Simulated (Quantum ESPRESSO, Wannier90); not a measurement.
**Wannier functions of AlInSb$_{2}$ (P-4m2)**

```yaml
crystal:
  lattice:
    - [4.50617, 0.00000, 0.00000]
    - [0.00000, 4.50617, 0.00000]
    - [0.00000, 0.00000, 6.34882]
  atoms:
    - { symbol: Al, position: [0.00000, 0.00000, 0.00000] }
    - { symbol: In, position: [0.50000, 0.50000, 0.50000] }
    - { symbol: Sb, position: [0.00000, 0.50000, 0.23337] }
    - { symbol: Sb, position: [0.50000, 0.00000, 0.76663] }
```

Cell from Materials Project (mp-1228890), symmetrised, no further relaxation. Not found in the COD (Crystallography Open Database) copy used; not checked further. Method: PBEsol plane waves in Quantum ESPRESSO 7.5 (PseudoDojo norm-conserving files, 64 Ry, spinors with spin-orbit coupling), Bloch states on a 6×6×4 mesh through Γ, Wannier90 4.0.1. Density: 8×8×6 mesh, Gaussian smearing 0.01 Ry. With spin-orbit coupling a semilocal functional can close or falsely invert a small gap; the band order was not checked against a better method. The gap is small at this level and was sampled on the meshes and a path alone.

Base run: 32 functions from bands 31-82 of the 82 computed, start hydrogen-like Al: s;p; In: s;p; Sb: s;p, centres 0.05 Å off the atoms, frozen window up to 1.66 eV relative to the valence-band maximum, outer window open. Rows change the key named; with other orbitals the number of functions and the frozen window follow, as listed; window edges are relative to the valence-band maximum. The misfit compares interpolated bands with pw.x on a high-symmetry path, for states up to 1.2 eV relative to the valence-band maximum. Converged means that the tolerances were met: symmetric starts can stop on a saddle, which shows as a larger Ω_OD at equal Ω_I and can move the misfit too.

Rows with other orbitals or bands describe another subspace, so their Ω_I can't be set against the base's. Runs that didn't settle are not listed.

```
setting                                                                                 orbitals  bands  functions  frozen to (eV)  Ω_I (Å²)  Ω_D (Å²)  Ω_OD (Å²)  rms misfit (meV)  worst (meV)            ended
------------------------------------------------------  ----------------------------------------  -----  ---------  --------------  --------  --------  ---------  ----------------  -----------  ---------------
base                                                                         Al sp, In sp, Sb sp  31-82         32            1.66     63.17      0.09       7.97               6.2           64        converged
num_iter = 0 (projection only), orbitals on the atoms                        Al sp, In sp, Sb sp  31-82         32            1.66     63.17      0.20      30.84               6.4           83  no minimisation
start: sp3 on every atom                                                     Al sp, In sp, Sb sp  31-82         32            1.66     63.17      0.09       7.97               6.2           64        converged
atomic waves with projectability windows 0.01 and 0.95  Al 3s, Al 3p, In 5s, In 5p, Sb 5s, Sb 5p  31-82         32            1.66     64.05      0.10       8.15               5.5           61        converged
```
